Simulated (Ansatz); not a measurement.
**LuC in the CsCl-type structure**

Computed with Ansatz (plane waves, PAW, 420 eV cutoff): PBEsol, scalar-relativistic, no spin polarisation, 10×10×10 k-mesh, Gaussian smearing of 0.05 eV. The datasets are Ansatz's generated set soft_2.

```xyz
2
Lattice="2.9783 0.0000 0.0000 0.0000 2.9783 0.0000 0.0000 0.0000 2.9783" Properties=species:S:1:pos:R:3 pbc="T T T"
Lu    0.0000    0.0000    0.0000
C     1.4892    1.4892    1.4892
```

This is a trial structure made by placing the elements on a prototype's sites, so it needn't be the stable form.

The cell is relaxed to zero pressure at this level.

The cell has space group Pm-3m (read at 0.01 Å). In it the stress is 0.00, 0.00, 0.00, 0.00, 0.00, 0.00 GPa and the largest force component 0.000 eV/Å. Each change below starts from this cell, without further relaxation. Stress is in GPa, positive in compression, in the order xx, yy, zz, yz, xz, xy; energies are counted from the cell above and are free energies with the smearing's entropy, which match forces and stress in a metal.

Question: What happens when atom 1 (Lu) is moved by 0.08 Å along z?

Answer: The energy changes by 3.1 meV per cell, and the force on it along the shift is -0.081 eV/Å (−F/u = 1.01 eV/Å²). Stress: 0.12, 0.12, 0.45, 0.00, 0.00, 0.00.
| atom | Fx (eV/Å) | Fy | Fz |
| --- | --- | --- | --- |
| Lu1 | 0.000 | 0.000 | -0.081 |
| C2 | 0.000 | 0.000 | 0.081 |
In a harmonic crystal the energy would rise by −½F·u = ½ × 1.01 × 0.08² eV = 3.2 meV, close to the run's value; the rest is anharmonic or numerical.

Question: What stress follows from an engineering strain of 2 % in yy, atoms carried along?

Answer: -2.76, -3.09, -2.76, 0.00, 0.00, 0.00 GPa; the energy changes by 6.6 meV per cell.
The stress implies an energy change of 5.1 meV, which the run doesn't match: the electronic state changed under the strain or, in a metal, the mesh is too coarse, so no elastic constant can be read from it.

These numbers lack spin–orbit coupling. The cell is a metal with an odd number of electrons, and spin polarisation wasn't tried.
